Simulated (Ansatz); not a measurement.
The start is a relaxed Pd cell, doubled along one cell vector, shaken by Gaussian noise of σ = 0.08 Å a coordinate. The cell and all atomic positions are relaxed at zero pressure with PBEsol (plane waves to 420 eV, PAW, scalar-relativistic; Ansatz, a quantum-chemistry and plane-wave program). The first steps use a coarse 7×13×13 k-mesh.

Input geometry:
```yaml
crystal:
  lattice:
    - [5.13107, 0.00000, 0.00000]
    - [0.00000, 2.56554, 0.00000]
    - [0.00000, 0.00000, 2.56554]
  atoms:
    - { symbol: Pd, position: [0.01699, 0.06000, 0.99514] }
    - { symbol: Pd, position: [0.48663, 0.99274, 0.01196] }
```

Problem. How large is the pressure on the unrelaxed cell, and of which sign?

Solution. +2.3 GPa (positive: the cell is compressed).

Problem. Which atoms feel the largest initial force, and how large is it?

Solution. 1.59 eV/Å, on Pd1, Pd2 (atoms numbered as listed).

Problem. By how much does the energy per atom fall from start to end?

Solution. 0.65 eV/atom.

Problem. How does the volume change?

Solution. -13.8 %, from 16.89 to 14.56 Å³/atom.

Problem. Does it find its way back to the structure it was made from?

Solution. It does not go back: it reaches Fm-3m (No. 225), fcc (Cu type), 0.60 eV/atom below the parent.

Problem. How do the shortest distances between atoms change?

Solution. The closest pairs of elements (up to four, under 3.6 Å), start → end: Pd–Pd 2.42 → 2.74 Å.

Problem. What band gap does the relaxed structure have at this level?

Solution. Zero (metallic).

Problem. Give the final cell and atomic positions.

Solution. 
```cif
data_Pd4
_chemical_formula_sum 'Pd4'
_space_group_name_H-M_alt 'Fm-3m'
_space_group_IT_number 225
_space_group_name_Hall '-F 4 2 3'
_cell_length_a 3.87582
_cell_length_b 3.87582
_cell_length_c 3.87582
_cell_angle_alpha 90.000
_cell_angle_beta 90.000
_cell_angle_gamma 90.000
loop_
_atom_site_label
_atom_site_type_symbol
_atom_site_symmetry_multiplicity
_atom_site_Wyckoff_symbol
_atom_site_fract_x
_atom_site_fract_y
_atom_site_fract_z
_atom_site_occupancy
Pd1 Pd 4 a 0.00000 0.00000 0.00000 1
```
(The calculation used a cell of 1 atom; values per cell refer to that cell.)

Final values are on a 21×21×21 k-mesh of the relaxed cell. No spin polarisation in the result.

The run could not lose the symmetry of its start.

Of the parent cell (Pm-3m (No. 221)): it is a generated cell of Pd: the first start was made by placing the elements on the sites of a structure type, and the end was not matched to a known phase here, so it may be hypothetical. Known forms of Pd include space group No. 225.
